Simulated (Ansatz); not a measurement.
Al$_{2}$Os (MoSi2 or CaC2 type, I4/mmm) under volume change, LDA (plane waves, PAW; program Ansatz), shape and atoms relaxed at each volume.

```tsv
V (Å³/atom)	E − E(relaxed) (meV/atom)	P (GPa)
12.269	84.3	24.19
12.674	35.4	14.80
13.078	8.4	6.81
13.483	0.0	0.00
13.887	7.5	-5.79
14.292	28.5	-10.70
14.696	60.9	-14.87
```

### Question
What does a third-order Birch–Murnaghan fit give for V₀, B₀ and B′?

### Answer
V₀ = 13.48 Å³/atom, B₀ = 209 GPa, B′ = 4.4.

The first step of the workflow began from a Materials Project structure, measured or hypothetical; the Crystallography Open Database copy checked does not list it. Whether it is the stable phase at ambient conditions was not checked. The LDA relaxation kept the symmetry of its start; whether a distortion lowers the energy is not shown. No spin polarisation was allowed. Scalar-relativistic: spin–orbit coupling is off unless named, which matters more the heavier the elements.

Potentials: the later of the program's two PAW sets.
